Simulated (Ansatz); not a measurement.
A relaxed cell of Ga3BAs4 is given with its symmetry left out. The cell was found from a structure generator's guess, not taken from experiment.

Computed with DFT PBE, scalar-relativistic, plane waves, PAW (Ansatz). Cutoff 420 eV, Γ-centred mesh, Gaussian smearing, no spin polarisation.

```xyz
8
Lattice="-2.7587 2.7587 5.4756 2.7587 -2.7587 5.4756 2.7587 2.7587 -5.4756" Properties=species:S:1:pos:R:3 pbc="T T T"
Ga    0.0000    0.0000    0.0000
Ga    2.7587    0.0000    2.7378
Ga    0.0000    2.7587    2.7378
B     0.0000    0.0000    5.4756
As    1.2158    1.2158    4.2197
As    1.5429    1.5429   -1.2559
As   -1.2158    1.2158    6.7315
As    1.2158   -1.2158    6.7315
```

The zero of energy is the elements' standard structures at the same level; no fitted shifts are applied.

(1) What space group does it have?

(2) What is its formation energy per atom?

(3) Is it a metal?

Answers

(1) I-42m (No. 121), with Ga and B ordered on zinc blende sites. Conventional cell: a = 5.517 Å, c = 10.951 Å. Ga on a site of symmetry -42m has 4 As at 2.52 Å; around Ga on a site of symmetry -4 lie 4 As at 2.46 Å; around B lie 4 As at 2.13 Å; As has 1 B at 2.13 Å and 3 Ga at 2.46–2.52 Å.

(2) −0.197 eV/atom. It lies below the elements, which doesn't yet make it stable against other compounds or structures.

(3) No, the gap on the 8×8×8 mesh is 0.66 eV.

The last run used an 8×8×8 mesh for its 8-atom cell and Gaussian smearing of 0.02 eV. Kohn–Sham gaps at this level usually fall short of measured ones. The reference form of As is held partly by dispersion forces, which this level lacks. A structure relaxed within its symmetry needn't be a true minimum.
